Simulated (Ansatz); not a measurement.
Cl2 on a (111) slab of Ag (Fm-3m (No. 225)), 3 planes, outer planes Ag (top) and Ag (bottom), 1 a cell of 28.7 Å², relaxed and still whole (its atoms last):

```yaml
crystal:
  lattice:
    - [5.76066, 0.00000, 0.00000]
    - [-2.88033, 4.98888, 0.00000]
    - [0.00000, 0.00000, 24.70166]
  atoms:
    - { symbol: Ag, position: [0.33333, 0.16667, 0.32386] }
    - { symbol: Ag, position: [0.33333, 0.66667, 0.32386] }
    - { symbol: Ag, position: [0.83333, 0.16667, 0.32386] }
    - { symbol: Ag, position: [0.83333, 0.66667, 0.32386] }
    - { symbol: Ag, position: [0.66679, 0.33359, 0.41952] }
    - { symbol: Ag, position: [0.66679, 0.83321, 0.41952] }
    - { symbol: Ag, position: [0.16667, 0.33333, 0.41890] }
    - { symbol: Ag, position: [0.16641, 0.83321, 0.41952] }
    - { symbol: Ag, position: [0.99776, 0.50224, 0.51389] }
    - { symbol: Ag, position: [0.99776, 0.99551, 0.51389] }
    - { symbol: Ag, position: [0.50449, 0.50224, 0.51389] }
    - { symbol: Ag, position: [0.50000, 0.00000, 0.51334] }
    - { symbol: Cl, position: [0.16667, 0.33333, 0.59795] }
    - { symbol: Cl, position: [0.16667, 0.33333, 0.69104] }
```

Computed with DFT PBE+D3(BJ), scalar-relativistic, plane waves, PAW (Ansatz). Cutoff 420 eV; k points 4×4×1 on the computed 14-atom cell (Γ-centred); Gaussian smearing, width 0.10 eV; no spin polarisation. A dipole correction removes the field between periodic images along c.

It binds with 0.91 eV a molecule against the clean slab and the free molecule (no zero-point or thermal terms); its shortest contact is Cl–Ag 2.67 Å. Take first-order desorption with no barrier to adsorption, no reaction on the face and an assumed prefactor of 10^13 s⁻¹.

Q: How long does a molecule stay at 473 K?

A: τ = ν⁻¹·exp(E/k_BT) with k_BT = 0.0408 eV: E/k_BT = 22.3, so τ ≈ 5×10^-4 s. At about one hit a site a second (10⁻⁶ mbar) the coverage is near τ × 1 s⁻¹, so a layer needs roughly 2×10^-3 mbar.

Q: Where does its peak lie in a desorption experiment heated at 1 K/s?

A: The peak obeys E/(k_B·T_p²) = (ν/β)·exp(−E/k_BT_p). Solving gives T_p ≈ 327 K (E/k_BT_p = 32.3). An error of 0.1 eV in E moves it by about 36 K, and larger molecules have larger prefactors, which lowers it.

Q: Another start (flat) ends as Cl + Cl with E_ads = -2.64 eV (negative is bound). What does this add?

A: The reacted state lies 1.73 eV below the whole molecule, and a relaxation reached it with no barrier from that start. The whole molecule may then be a precursor, and τ and T_p above hold only if it doesn't react first.